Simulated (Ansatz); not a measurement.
TePb₂S:
```cif
data_Pb2STe
_chemical_formula_sum 'Te1 Pb2 S1'
_space_group_name_H-M_alt 'P4/mmm'
_space_group_IT_number 123
_space_group_name_Hall '-P 4 2'
_cell_length_a 4.34738
_cell_length_b 4.34738
_cell_length_c 6.14672
_cell_angle_alpha 90.000
_cell_angle_beta 90.000
_cell_angle_gamma 90.000
loop_
_atom_site_label
_atom_site_type_symbol
_atom_site_symmetry_multiplicity
_atom_site_Wyckoff_symbol
_atom_site_fract_x
_atom_site_fract_y
_atom_site_fract_z
_atom_site_occupancy
Te1 Te 1 c 0.50000 0.50000 0.00000 1
Pb1 Pb 1 a 0.00000 0.00000 0.00000 1
Pb2 Pb 1 d 0.50000 0.50000 0.50000 1
S1 S 1 b 0.00000 0.00000 0.50000 1
```

Relaxed at zero pressure with DFT-LDA in the program Ansatz with PAW potentials.

Q: The volume is lowered by 9 % and shape and atoms relax at that volume. What pressure results, and how do the axes share the change?

A: 6.3 GPa; a -3.1 %, b -3.1 %, c -3.0 %; the energy rises by 47 meV/atom.

Q: Give the new structure.

A: 
Space group P4/mmm (No. 123); a = 4.2118 Å, b = 4.2118 Å, c = 5.9595 Å, α = 90.00°, β = 90.00°, γ = 90.00°

```tsv
atom	site	symmetry	x	y	z
Te	1c	4/mmm	0.5000	0.5000	0.0000
Pb	1a	4/mmm	0.0000	0.0000	0.0000
Pb	1d	4/mmm	0.5000	0.5000	0.5000
S	1b	4/mmm	0.0000	0.0000	0.5000
```

The phase is kept; no other phase was compared at this pressure.

The first step of the workflow began from a Materials Project structure, measured or hypothetical; the Crystallography Open Database copy checked does not list it. With Te and S taken as one species the cell has the higher symmetry Fm-3m, so it may be an ordered model of a mixed-site phase. Whether it is the stable phase at ambient conditions was not checked. The cell was relaxed with LDA under the symmetry of its start. At this level the phase is dynamically unstable (imaginary phonons). Scalar-relativistic: spin–orbit coupling is off unless named, which matters more the heavier the elements.

Potentials: the later of the program's two PAW sets.
